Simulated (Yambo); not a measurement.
G0W0@PBEsol for MgO (rock salt, space group Fm-3m, No. 225) in Yambo. Reference settings: 6×6×6 Γ-centred k mesh, bands 2 to 71 and a 14 Ry block in the screening, 71 bands in G with the Bruneval-Gonze terminator, plasmon pole fitted at 27.2 eV. The PBEsol gap Γ → Γ on this mesh is 4.66 eV; G0W0 gaps are taken between the same points.

The settings were changed. The gap went from 7.21 eV to 7.21 eV, and the shift of the valence edge from -1.52 eV to -1.41 eV.

Question: Name the change that produced these shifts.
A) wavefunctions cut at 25 Ry
B) no terminator
C) 25 bands in G, no terminator
D) 25 bands in G

Answer: A, wavefunctions cut at 25 Ry. The others gave (gap, valence shift): no terminator: 7.09, -1.32 eV; 25 bands in G: 7.27, -1.60 eV; 25 bands in G, no terminator: 6.86, -0.79 eV.

Geometry relaxed with PBEsol; primitive cell a = b = c = 2.9789 Å, α = β = γ = 60.00°.

A shift is the quasiparticle energy of the state minus its PBEsol energy.
